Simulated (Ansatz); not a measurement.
## BePd, one cell by several methods

```
Be Pd
1.0
     2.81300    0.00000    0.00000
     0.00000    2.81300    0.00000
     0.00000    0.00000    2.81300
Be Pd
1 1
Direct
  0.00000 0.00000 0.00000
  0.50000 0.50000 0.50000
```

Atoms are numbered in the order listed.

The geometry is COD entry 9008808, unchecked; take it as a test cell.

Spin polarisation is left out, and whether a magnetic state lies lower isn't shown here.

All numbers are computed: DFT, LDA, PAW with Ansatz's default frozen-core files, scalar-relativistic (Ansatz 0.2.0); DFT, LDA, all-electron LAPW, scalar-relativistic (Ansatz 0.2.0).

For PAW: a Γ-centred 12×12×12 k mesh, Fermi–Dirac smearing of 0.08 eV, cutoff 420 eV, no spin polarisation; the PAW files were made with PBE, and the program remakes their frozen cores for this functional. LAPW targets a basis error of 1 meV/atom. The Ansatz runs share mesh, smearing and spin set-up. Plane-wave (PAW) pressures include the program's estimate of the Pulay term.

Stress and pressure are positive in compression.

Levels count from the Fermi level.

PAW results:

```tsv
quantity	PAW
pressure (GPa)	-7.95
highest filled level at R (eV)	-1.208
lowest empty level at R (eV)	4.789
highest filled level at Γ (eV)	-2.320
lowest empty level at Γ (eV)	5.291
```

Task: What does LAPW (all electrons) give for the same quantities?

Result: 
```
                      quantity    LAPW
                pressure (GPa)   -7.99
highest filled level at R (eV)  -1.207
  lowest empty level at R (eV)   4.789
highest filled level at Γ (eV)  -2.321
  lowest empty level at Γ (eV)   5.290
```
